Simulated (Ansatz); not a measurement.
A relaxation computed with Ansatz, from input to last step.

```yaml
crystal:
  lattice:
    - [3.8137859506, 0.0, 0.0]
    - [0.0, 3.8137859506, 0.0]
    - [0.0, 0.0, 3.8137859506]
  atoms:
    - { symbol: Ta, position: [0.0, 0.0, 0.0] }
    - { symbol: Rh, position: [0.0, 0.5, 0.5] }
    - { symbol: Rh, position: [0.5, 0.0, 0.5] }
    - { symbol: Rh, position: [0.5, 0.5, 0.0] }
basis:
  ecutwfc: 500
kpoints:
  mp_grid: { grid: [12, 12, 12] }
hamiltonian:
  xc: r2scan
scf:
  occupations: { method: gaussian, width: 0.1 }
output:
  forces: true
  stress: true
  eigenvalues: true
relax:
  adjacent_minimum: "off"
  f_tol: 0.008
  max_steps: 50
  cell: { stress_tol: 0.08, p_target: 12.0 }
```

```bash
ansatz run input.yaml --threads 1 --pin off --max-ram 2560MiB --backend cpu --events-out ev --progress --plain --runs-dir out
```

These are results of Ansatz 0.2.0, DFT r2SCAN, scalar-relativistic, plane waves, PAW, not measurements.

Of 4 frames 3 are shown, positions in Å and forces in eV/Å; the SCF threshold varies from step to step. Steps run on the plane waves of an earlier cell, with a Pulay correction in the pressure. The basis is chosen afresh for the last frame, the zero of the energies, and at times for earlier ones too; energy and pressure step there, also at an unchanged geometry. The relaxation lowers the enthalpy F + PV at the target pressure, so the free energy itself can rise. The mark taken_back stands on steps that the optimiser undid.

```xyz
4
Lattice="3.8138 0.0000 0.0000 0.0000 3.8138 0.0000 0.0000 0.0000 3.8138" Properties=species:S:1:pos:R:3:forces:R:3 pbc="T T T" step=1 free_energy_over_end_meV_per_atom=0.78 pressure_GPa=12.25
Ta    0.0000    0.0000    0.0000    0.0000    0.0000    0.0000
Rh    0.0000    1.9069    1.9069    0.0000    0.0000    0.0000
Rh    1.9069    0.0000    1.9069    0.0000    0.0000    0.0000
Rh    1.9069    1.9069    0.0000    0.0000    0.0000    0.0000
4
Lattice="3.8161 0.0000 0.0000 0.0000 3.8161 0.0000 0.0000 0.0000 3.8161" Properties=species:S:1:pos:R:3:forces:R:3 pbc="T T T" step=2 free_energy_over_end_meV_per_atom=-1.10 pressure_GPa=11.63 taken_back
Ta    0.0000    0.0000    0.0000    0.0000    0.0000    0.0000
Rh    0.0000    1.9081    1.9081    0.0000    0.0000    0.0000
Rh    1.9081    0.0000    1.9081    0.0000    0.0000    0.0000
Rh    1.9081    1.9081    0.0000    0.0000    0.0000    0.0000
4
Lattice="3.8147 0.0000 0.0000 0.0000 3.8147 0.0000 0.0000 0.0000 3.8147" Properties=species:S:1:pos:R:3:forces:R:3 pbc="T T T" step=4 free_energy_over_end_meV_per_atom=0.00 pressure_GPa=12.00
Ta    0.0000    0.0000    0.0000    0.0000    0.0000    0.0000
Rh    0.0000    1.9074    1.9074    0.0000    0.0000    0.0000
Rh    1.9074    0.0000    1.9074    0.0000    0.0000    0.0000
Rh    1.9074    1.9074    0.0000    0.0000    0.0000    0.0000
```

The run took 72 s on 1 thread of Arm Neoverse V2, with other jobs on the host, peak memory 0.58 GiB.

Spin–orbit coupling is left out, which can shift energies with elements as heavy as these.